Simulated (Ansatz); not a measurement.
Input:

NbP:
```xyz
4
Lattice="-1.6735 1.6735 5.7137 1.6735 -1.6735 5.7137 1.6735 1.6735 -5.7137" Properties=species:S:1:pos:R:3 pbc="T T T"
Nb     0.0000     0.0000     0.0005
Nb     0.0000     1.6735     2.8573
P      0.0000     0.0000     6.6575
P      1.6735     0.0000     3.8007
```

This is the PBE-relaxed structure.

Problem. All from DFT-PBE in the program Ansatz with PAW potentials, unless another level is named. Estimate the electronic character.

Solution. no gap, with almost no states at the Fermi level (zero-gap or semimetallic).

Problem. Give the formation energy from the elements (no fitted shifts).

Solution. -1.04 eV/atom.

Space group I4_1md. Symmetry was held in the PBE relaxation. No spin polarisation was allowed. A small band overlap can be real or an error of a semilocal functional. The references are the lowest solids computed at this level, not always the standard phases. Scalar-relativistic: spin–orbit coupling is off unless named, which matters more the heavier the elements.

Potentials: the earlier of the program's two PAW sets.
